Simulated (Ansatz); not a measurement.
**Question.** Each is relaxed and computed with r²SCAN in the plane-wave PAW code Ansatz. Which is the only metal?
A) Zr5Ge3, P6_3/mcm (Zr on 6g, Zr on 4d, Ge on 6g)
B) ZrB2O5, P2_1/c (Pearson symbol mP32)
C) TiNi4GeO8, F-43m (Pearson symbol cF56)
D) KLaGeS4, P2_1 (Pearson symbol mP14)

**Answer.** A, Zr5Ge3, P6_3/mcm (Zr on 6g, Zr on 4d, Ge on 6g). Zr5Ge3: metal; KLaGeS4: gap 2.84 eV (indirect); TiNi4GeO8: gap 2.07 eV (indirect); ZrB2O5: gap 4.45 eV (indirect). Spin orders computed, not proven ground states: TiNi4GeO8, F-43m (Pearson symbol cF56) ferromagnetic. Standing as an ambient phase not checked: Zr5Ge3, P6_3/mcm (Zr on 6g, Zr on 4d, Ge on 6g); KLaGeS4, P2_1 (Pearson symbol mP14); TiNi4GeO8, F-43m (Pearson symbol cF56); ZrB2O5, P2_1/c (Pearson symbol mP32). All cells were relaxed under the symmetry of their starts (and spin orders); stability against distortions was not tested throughout. Rows with no word on spin ran without spin polarisation. No Hubbard U is applied. Spin–orbit coupling is left out wherever it is not named.

Potentials: the later of the program's two PAW sets.
